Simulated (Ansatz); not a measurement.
**MgB$_{2}$: levels along high-symmetry lines**

```xyz
3
Lattice="3.0850 0.0000 0.0000 -1.5425 2.6717 0.0000 0.0000 0.0000 3.5230" Properties=species:S:1:pos:R:3 pbc="T T T"
Mg    0.0000    0.0000    0.0000
B     0.0000    1.7811    1.7615
B     1.5425    0.8906    1.7615
```

Atom numbers follow the list: Mg1, B2, B3.

The cell comes from COD entry 1000026, which wasn't checked; take it as a given geometry.

All numbers below come from DFT, LDA, all-electron LAPW, scalar-relativistic (Ansatz 0.2.0).

Numerical set-up: a Γ-centred 15×15×12 k mesh, Fermi–Dirac smearing of 0.05 eV, basis error target 0.5 meV/atom, no spin polarisation.

Points in fractions of the reciprocal vectors of this cell: Γ (0, 0, 0), M (0.5, 0, 0), K (0.333, 0.333, 0), A (0, 0, 0.5), L (0.5, 0, 0.5), H (0.333, 0.333, 0.5). The path runs Γ–M–K–Γ–A–L–H–A–L. Energies are in eV from the Fermi level; (×n) counts levels within 4 meV of each other, which need not be degenerate by symmetry.

Task: Is there a gap?

Result: none: bands cross the Fermi level, a metal.

Task: List the levels between -5 and 4.5 eV at the symmetry points.

Result: 
Γ: -2.91, 0.36 (×2), 1.66
M: -2.15, 0.23, 3.06, 3.92
K: 1.80 (×2)
A: 0.74 (×2)
L: -3.52, -1.86, -1.31
H: -1.98 (×2), 3.44
